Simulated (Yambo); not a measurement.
A G0W0@LDA run in Yambo for SrMg2FeH8 (space group P-3m1, No. 164) (3×3×2 Γ-centred k mesh, bands 13 to 213 and a 8 Ry block in the screening, 213 bands in G with the Bruneval-Gonze terminator, plasmon pole fitted at 27.2 eV) gives these matrix elements, in eV, at the band edges (H → (0, 0.333, 0)):

```csv
state,E0,<Vxc>,<Σx>,<Σc(E0)>,Z
valence edge,0.000,-24.899,-30.468,5.456,0.719
conduction edge,1.941,-17.925,-12.659,-3.962,0.776
```

**Question.** Solve the linearised quasiparticle equation for both states, give the gap, and say how exchange and correlation each act on it.

**Answer.** E = E0 + Z(Σx + Σc − Vxc). Valence: 0.000 + 0.719 × (-30.468 + (5.456) − (-24.899)) = -0.08 eV. Conduction: 1.941 + 0.776 × (-12.659 + (-3.962) − (-17.925)) = 2.95 eV. The gap is 3.03 eV, against 1.94 eV in LDA. Replacing Vxc by bare exchange alone would open it by 10.84 eV; correlation takes back 9.42 eV of that, and Z scales what is left. Nearest settings tried, and what they do to the gap: 1 Ry block (23 vectors against 311): +938 meV. Not varied: bands in G, bands in W, mesh. So the settings aren't converged at that level. The mesh misses a band edge: along a dense path the LDA gap is 1.48 eV against 1.94 eV on the mesh. 

Geometry of the Materials Project entry, not relaxed at this level; primitive cell a = b = 4.469 Å, c = 6.518 Å, α = β = 90.00°, γ = 120.00°.

The structure is a Materials Project entry; no match was found in the copy of COD used, and its stability was not checked.

The runs are not spin-polarised; magnetic order was not tried.
